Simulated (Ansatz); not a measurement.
# Heating and cooling a random packing of Li2GeS3

A packing of 24 atoms, thrown in at random and pushed apart as soft spheres with like charges further apart (4 Ge, 8 Li, 12 S) went through Langevin stages in a fixed cell of 22.57 Å³/atom, at one k point, without spin and with a Fermi–Dirac width of kT (0.05 eV at least). Theory: DFT PBE+D3(BJ), scalar-relativistic, plane waves, PAW in Ansatz 0.2.0.

| thermostat (K) | duration (fs) | friction (1/fs) | cutoff (eV) | mean T (K) | mean P (GPa) | mean square displacement (Å²) |
| --- | --- | --- | --- | --- | --- | --- |
| 1800 | 36 | 0.030 | 320 | 1788 | -2.1 | 0.25 |
| 1800 | 219 | 0.030 | 420 | 2026 | 0.4 | 1.82 |
| 1300 | 142 | 0.030 | 420 | 1597 | -0.6 | 0.60 |
| 720 | 140 | 0.030 | 420 | 701 | -0.8 | 0.33 |
| 300 | 222 | 0.030 | 420 | 368 | -1.4 | 0.22 |

Means run over the second half of a stage; pressure includes the kinetic part; displacements count from the stage's start, the atoms' common shift taken off. In so short a run the atoms moved about a bond length or less in the hot stages, so this is an annealed packing, not a quenched equilibrium liquid.

Cell and atoms were then relaxed on coarser meshes and computed once more: Settings: cutoff 420 eV, Γ-centred mesh 4×5×4 on the computed 24-atom cell, Gaussian smearing of 0.10 eV; no spin polarisation.

Question: What structure is left?

Answer: One draw of many: 18.45 Å³/atom with a gap on the mesh of 1.32 eV (a random packing after short dynamics, relaxed).

Counting as bonded all pairs within 1.2 times the summed covalent radii, but none from a metal cation to another cation:

```json
{"atom → neighbour": "Ge → Ge", "mean count": "0.50", "mean length (Å)": "2.55", "spread (Å)": "0.00"}
{"atom → neighbour": "Ge → S", "mean count": "3.00", "mean length (Å)": "2.37", "spread (Å)": "0.15"}
{"atom → neighbour": "Li → S", "mean count": "4.12", "mean length (Å)": "2.50", "spread (Å)": "0.13"}
{"atom → neighbour": "S → Ge", "mean count": "1.00", "mean length (Å)": "2.37", "spread (Å)": "0.15"}
{"atom → neighbour": "S → Li", "mean count": "2.75", "mean length (Å)": "2.50", "spread (Å)": "0.13"}
{"atom → neighbour": "S → S", "mean count": "0.50", "mean length (Å)": "2.11", "spread (Å)": "0.01"}
```

Angles between all pairs of such bonds at an atom (mean ± spread): 103 ± 14° at Ge, 107 ± 26° at Li, 104 ± 26° at S.

```
CELL_PARAMETERS angstrom
7.46437 -0.71609 0.14334
-0.67635 7.17713 0.60164
0.17475 0.64862 8.40017
ATOMIC_POSITIONS crystal
Ge 0.53699 0.62809 0.49575
Ge 0.09699 0.26967 0.24024
Ge 0.82565 0.40456 0.32725
Ge 0.25477 0.27257 0.84666
S 0.56022 0.39595 0.21816
S 0.20137 0.21779 0.58248
S 0.00032 0.71380 0.23407
S 0.73606 0.86454 0.63870
S 0.97469 0.27153 0.96910
S 0.42538 0.07679 0.94798
S 0.23498 0.59081 0.23540
S 0.76863 0.40138 0.59521
S 0.25211 0.94673 0.56047
S 0.81276 0.75482 0.86933
S 0.67079 0.90021 0.28479
S 0.36999 0.57507 0.81412
Li 0.51927 0.71359 0.06180
Li 0.96312 0.90231 0.43135
Li 0.06612 0.64662 0.76352
Li 0.87552 0.94627 0.06381
Li 0.42163 0.06235 0.26174
Li 0.53140 0.08531 0.66204
Li 0.64107 0.41001 0.92988
Li 0.90005 0.13547 0.71928
```

The final mesh leaves forces up to 0.15 eV/Å and stresses up to 0.1 GPa: the relaxation ran on a coarser mesh, so the cell's shape, its bonds and its energy belong partly to that mesh.

The relaxation stopped before its thresholds.

An odd mesh misses points on the zone edge, so a gap read on it can be too wide. An atom lies near a switch of its D3 coefficient C6 between reference coordination numbers, so the dispersion energy changes steeply there and can make or shift the minimum.

Cost: 6 runs of about 76 core-minutes in all (earlier runs that led there not counted), on Arm Neoverse V1 (shared hosts).